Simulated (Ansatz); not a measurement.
ReW:
```xyz
2
Lattice="3.1184 0.0000 0.0000 0.0000 3.1184 0.0000 0.0000 0.0000 3.1184" Properties=species:S:1:pos:R:3 pbc="T T T"
W      0.0000     0.0000     0.0000
Re     1.5592     1.5592     1.5592
```

Relaxed with PBEsol. Special points in fractions of this cell's reciprocal vectors: Γ (0.000, 0.000, 0.000); X (0.000, 0.500, 0.000); M (0.500, 0.500, 0.000); R (0.500, 0.500, 0.500).

Problem. List the band energies nearest the Fermi level at these points for PBEsol with spin–orbit coupling in the plane-wave PAW code Ansatz.

Solution. In eV from the Fermi level; about four levels below and three above (degenerate sets whole), none deeper than 8.9 eV; points with the same levels are listed once.

| k | below | above |
|---|---|---|
| Γ | -2.42 -2.42 -2.42 -2.42 -1.85 -1.85 | 1.42 1.42 1.42 1.42 |
| X | -0.76 -0.76 -0.03 -0.03 | 1.12 1.12 2.12 2.12 |
| M | -4.56 -4.56 -4.50 -4.50 | 0.06 0.06 0.07 0.07 |
| R | -3.47 -3.47 -3.47 -3.47 | 1.68 1.68 1.68 1.68 |

Space group Pm-3m (CsCl type). A made-up cell: these elements were put on the sites of a structure type; neither database checked (COD, Materials Project) lists it. Its standing as an ambient phase is unchecked. The cell was relaxed with PBEsol under the symmetry of its start; whether a distortion lowers the energy is not shown. No spin polarisation was allowed.

Potentials: the earlier of the program's two PAW sets. The files were generated under PBE; for other functionals the program regenerates the frozen cores, and for LDA and PBEsol the local potential too.
